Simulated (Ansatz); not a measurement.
BiPbIO₂:
```xyz
5
Lattice="-2.0106 2.0106 6.9044 2.0106 -2.0106 6.9044 2.0106 2.0106 -6.9044" Properties=species:S:1:pos:R:3 pbc="T T T"
Bi     0.0000     0.0000     4.6114
Pb     0.0000     0.0000     9.1286
I      0.0000     0.0000    13.6907
O      0.0000     2.0106     3.5456
O      2.0106     0.0000     3.5456
```

Relaxed with r²SCAN+D4.

Problem. Give the Bader charges and basin volumes of the independent atoms, the program Ansatz at the r²SCAN+D4 level (PAW).

Solution. 

```tsv
atom	Bader charge (e)	Bader volume (Å³)
Bi1	+1.82	20.3
Pb2	+1.31	23.2
I3	-0.64	40.8
O4	-1.25	13.7
```

Space group I4mm. The first step of the workflow began from a Materials Project structure, measured or hypothetical; the Crystallography Open Database copy checked does not list it. Its standing as an ambient phase is unchecked. Symmetry was held in the r²SCAN+D4 relaxation; whether a distortion lowers the energy is not shown. Scalar-relativistic: spin–orbit coupling is off unless named, which matters more the heavier the elements.

Potentials: the later of the program's two PAW sets.
